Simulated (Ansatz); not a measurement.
GeW in space group P-6m2 (No. 187; W on 1a, Ge on 1f) under volume change, the program Ansatz at the r²SCAN level (PAW), shape and atoms relaxed at each volume.

| V (Å³/atom) | E − E(relaxed) (meV/atom) | P (GPa) |
|---|---|---|
| 14.422 | 96.5 | 23.61 |
| 14.898 | 40.5 | 14.44 |
| 15.373 | 9.6 | 6.62 |
| 15.848 | 0.0 | 0.00 |
| 16.324 | 8.4 | -5.56 |
| 16.799 | 32.3 | -10.38 |
| 17.275 | 69.3 | -14.45 |

Question: What does a third-order Birch–Murnaghan fit give for V₀, B₀ and B′?

Answer: V₀ = 15.85 Å³/atom, B₀ = 203 GPa, B′ = 4.4.

A made-up cell: these elements were put on the sites of a structure type; neither database checked (COD, Materials Project) lists it. Its standing as an ambient phase is unchecked. Symmetry was held in the r²SCAN relaxation; its stability against distortions is not shown here. No spin polarisation was allowed. Spin–orbit coupling is left out wherever it is not named.

Potentials: the later of the program's two PAW sets.
